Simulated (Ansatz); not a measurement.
Consider the following.

Ta₂O₅:
```xyz
14
Lattice="6.1956 0.0000 0.0000 0.0000 7.3256 0.0000 0.0000 0.0000 3.7867" Properties=species:S:1:pos:R:3 pbc="T T T"
Ta     4.8075     4.5396     0.0000
Ta     4.4859     0.8768     0.0000
Ta     1.3881     2.7861     0.0000
Ta     1.7097     6.4489     0.0000
O      4.9672     4.8217     1.8934
O      4.3262     1.1589     1.8934
O      1.2284     2.5039     1.8934
O      1.8694     6.1668     1.8934
O      3.0978     3.6628     0.0000
O      5.5109     2.6397     0.0000
O      0.0000     0.0000     0.0000
O      2.4131     1.0231     0.0000
O      3.7825     6.3025     0.0000
O      0.6847     4.6859     0.0000
```

This is the PBEsol-relaxed structure. x, y and z are the axes in which the lattice vectors are written.

All from PBEsol in the plane-wave PAW code Ansatz, unless another level is named. Give the static dielectric constant ε0 (ions relaxed, cell fixed).

56.3 (xx), 45.6 (yy), 62.3 (zz).

And the Born charges (a third of the trace)?

Ta +7.82, O -3.25 to -2.89 e.

What about the electronic dielectric constant ε∞ (DFPT)?

5.54 (xx), 5.15 (yy), 6.95 (zz).

Space group Pbam. The workflow started from a Materials Project entry (that database holds measured and hypothetical structures alike); the Crystallography Open Database copy checked does not list it. COD files the formula under space group No. 49. Its standing as an ambient phase is unchecked. The cell was relaxed with PBEsol under the symmetry of its start; its stability against distortions is not shown here. No spin polarisation was allowed. Spin–orbit coupling is left out wherever it is not named.

Potentials: the later of the program's two PAW sets.
